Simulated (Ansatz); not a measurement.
IrO$_{2}$ (rutile)

```
IrO2
1.0
    4.52931     0.00000     0.00000
    0.00000     4.52931     0.00000
    0.00000     0.00000     3.17991
Ir O
2 4
Direct
  0.00000   0.00000   0.00000
  0.50000   0.50000   0.50000
  0.30844   0.30844   0.00000
  0.80844   0.19156   0.50000
  0.19156   0.80844   0.50000
  0.69156   0.69156   0.00000
```

The slice is a (010) plane (indices of the conventional cell) through the point (0.192, 0.808, 0.500) (fractional), spanned by u = [001] and v = [100] in vectors of this cell: u (3.18 Å) and v (4.53 Å, at 90° to u). It covers one period; positions are fractions (u, v).

Computed with PBE (plane waves to 420 eV, PAW, scalar-relativistic; Ansatz, an electronic-structure program). k mesh 10×10×15. Inside the PAW spheres the values are not all-electron values, and peaks at nuclei hang on which shells count as valence. IrO2 is run without spin polarisation and with no Hubbard U. IrO2 was relaxed with its symmetry unable to fall. Spin-orbit coupling is left out, though Ir is heavy. The PAW data are Ansatz's earlier set.

Three fields on this plane, each scaled to ten steps between its own extremes (0 low, 9 high; the total valence density on a logarithmic scale, the potential cut 8 eV below its top; x marks points blanked near nuclei; v = 0 in the bottom row):

Map A
```
|xxxxxx63234543236xxxxx|
|xxxxxx52235653225xxxxx|
|xxxxx7422467642247xxxx|
|xxxx853235777532358xxx|
|xxx86322357775322368xx|
|8765322245676542223567|
|4433222344555443222334|
|2211122333333333221112|
|0001112222222222211100|
|0000112222222222211000|
|0000012233444332210000|
|0000012357xxx753210000|
|000002357xxxxx75320000|
|00001247xxxxxxx7421000|
|0000136xxxxxxxxx631000|
|0000136xxxxxxxxx631000|
|0001146xxxxxxxxx641100|
|11111368xxxxxxx8631111|
|211113589xxxxx98531111|
|2211124689xxx986421112|
|2211112468999864211112|
|2211111245676542111112|
|2211000112333211000112|
|3221100000111000001122|
|5543210000000000012345|
|8875321000000000123578|
|xxx86420000000002468xx|
|xxxx863100000001368xxx|
|xxxxx7421001001247xxxx|
|xxxxxx63111111136xxxxx|
|xxxxxx63222322236xxxxx|
|xxxxxx73223432237xxxxx|
```

Map B
```
|xxxxxx22100000122xxxxx|
|xxxxxx10000000001xxxxx|
|xxxxx1000000000001xxxx|
|xxxx110000000000011xxx|
|xxx32100000000000123xx|
|5554310000000000013455|
|7666420000000000024666|
|8876520000000000025678|
|8877531000000000135778|
|8887642000000000246788|
|8887653100000001356788|
|9888764200xxx002467888|
|988876530xxxxx03567888|
|98888753xxxxxxx3578888|
|8888875xxxxxxxxx578888|
|8888876xxxxxxxxx678888|
|8888876xxxxxxxxx678888|
|77788775xxxxxxx5778877|
|777788775xxxxx57788777|
|6777888776xxx677888777|
|6667788888777888887766|
|6667788999999999887766|
|6667788999999999887766|
|6667788999999999887766|
|5567788999999999887765|
|5556788999999999887655|
|xxx56788999999988765xx|
|xxxx467888888888764xxx|
|xxxxx5677887887765xxxx|
|xxxxxx56666666665xxxxx|
|xxxxxx55555555555xxxxx|
|xxxxxx33332223333xxxxx|
```

Map C
```
|xxxxxx76566666567xxxxx|
|xxxxxx76667776667xxxxx|
|xxxxx8767788877678xxxx|
|xxxx876778999877678xxx|
|xxx77667789998776677xx|
|7666666789999987666666|
|5544556788999887655445|
|3333455678898876554333|
|2222345677888776543222|
|0112345677787776543211|
|0011235677888776532110|
|0001235678xxx876532100|
|000124568xxxxx86542100|
|00012457xxxxxxx7542100|
|0011346xxxxxxxxx643110|
|1112346xxxxxxxxx643211|
|1112346xxxxxxxxx643211|
|22223457xxxxxxx7543222|
|222233567xxxxx76533222|
|2222234567xxx765432222|
|3322223455666554322223|
|3332222334444433222233|
|3333222222232222222333|
|4443321111111111123344|
|5554321100000001123455|
|7765432100000001234567|
|xxx76432100000123467xx|
|xxxx754311000113457xxx|
|xxxxx7532211122357xxxx|
|xxxxxx64332223346xxxxx|
|xxxxxx65444444456xxxxx|
|xxxxxx75555555557xxxxx|
```

Question: Assign the maps to these fields: electron localisation function (ELF); valence electron density; electrostatic potential energy of an electron, from the cell's mean.

Answer: A is the electron localisation function (ELF); B is the electrostatic potential energy of an electron, from the cell's mean; C is the valence electron density.
